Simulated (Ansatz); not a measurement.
C:
```cif
data_C8
_chemical_formula_sum 'C8'
_space_group_name_H-M_alt 'P 1'
_space_group_IT_number 1
_cell_length_a 5.11973
_cell_length_b 5.11973
_cell_length_c 3.59768
_cell_angle_alpha 78.788
_cell_angle_beta 101.212
_cell_angle_gamma 53.528
loop_
_space_group_symop_operation_xyz
  'x, y, z'
loop_
_atom_site_label
_atom_site_type_symbol
_atom_site_fract_x
_atom_site_fract_y
_atom_site_fract_z
_atom_site_occupancy
C1 C 0.78487 0.82390 0.44851 1
C2 C 0.21513 0.17610 0.55149 1
C3 C 0.82390 0.78487 0.05149 1
C4 C 0.17610 0.21513 0.94851 1
C5 C 0.09343 0.56929 0.87868 1
C6 C 0.90657 0.43071 0.12132 1
C7 C 0.56929 0.09343 0.62132 1
C8 C 0.43071 0.90657 0.37868 1
```

Relaxed with PBEsol.

Q: Decompose the optical modes at the zone centre into irreducible representations, and say which are infrared and Raman allowed.

A: Point group 2/m: Γ_opt = 6Ag + 5Au + 6Bg + 4Bu. Infrared: Au, Bu. Raman: Ag, Bg.

Q: Assign frequencies (DFPT, DFT-PBEsol in the program Ansatz with PAW potentials).

A: Bu 358, Bg 543, Ag 590, Ag 606, Au 606, Bg 614, Bg 654, Bu 696, Au 720, Bg 792, Ag 835, Ag 916, Bg 918, Au 954, Bu 968, Bg 1060, Au 1079, Ag 1089, Bu 1125, Au 1314, Ag 1315 cm⁻¹.

Subscripts of B labels follow the axes of the standard setting.

Space group C2/c. The start of the workflow was typed in or built on a structure type; neither database checked (COD, Materials Project) lists it. It is not the phase usual at ambient conditions (space group No. 194, 227). The cell was relaxed with PBEsol under the symmetry of its start. At this level the phase is mechanically unstable. The volume moved by 100 % from the start of the relaxation.

Potentials: the later of the program's two PAW sets.
